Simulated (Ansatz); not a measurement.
## BC5: computed property card

BC5:
```xyz
6
Lattice="2.5214 0.0000 0.0000 -1.2607 2.1836 0.0000 0.0000 0.0000 6.3217" Properties=species:S:1:pos:R:3 pbc="T T T"
B      0.0000     1.4557     0.0434
C      0.0000     1.4557     1.6449
C      1.2607     0.7279     2.1400
C      0.0000     0.0000     4.1985
C      1.2607     0.7279     3.6777
C      0.0000     0.0000     5.6865
```

Space group P3m1 (No. 156); conventional cell a = 2.5214 Å, b = 2.5214 Å, c = 6.3217 Å, α = 90.00°, β = 90.00°, γ = 120.00°.

Method: plane-wave PAW LDA (Ansatz code). The cell and atoms are relaxed at this level. Other levels are named where they apply.

### Cell and energy

| Item | Result |
|---|---|
| Volume per atom | 5.80 Å³ |
| Density | 3.38 g/cm³ |
| Formation energy from the elements (no fitted shifts) | 0.15 eV/atom |

### Electronic structure

| Property | Value |
|---|---|
| Electronic character | metallic (no gap) |
| Density of states at the Fermi level | 0.13 states/eV per atom (mean over ±0.08 eV) |

### Mechanics

| Quantity | Value |
|---|---|
| Bulk modulus (Birch–Murnaghan fit) | 405 GPa |
| Pressure derivative B′ | 3.7 |

### Phonons

| Item | Value |
|---|---|
| Highest zone-centre frequency | 1217 cm⁻¹ |
| Zone-centre stability | no imaginary mode at Γ |

The workflow started from a Materials Project entry (that database holds measured and hypothetical structures alike); the Crystallography Open Database copy checked does not list it. Whether it is the stable phase at ambient conditions was not checked. The LDA relaxation kept the symmetry of its start. Its formation energy is positive at this level, so the cell may be metastable or incomplete. As this level gives no gap, phonon frequencies hold no LO–TO term and depend on the k-mesh and smearing (Fermi–Dirac, 0.1 eV here). The references are the lowest solids computed at this level, not always the standard phases.

Potentials: the later of the program's two PAW sets.
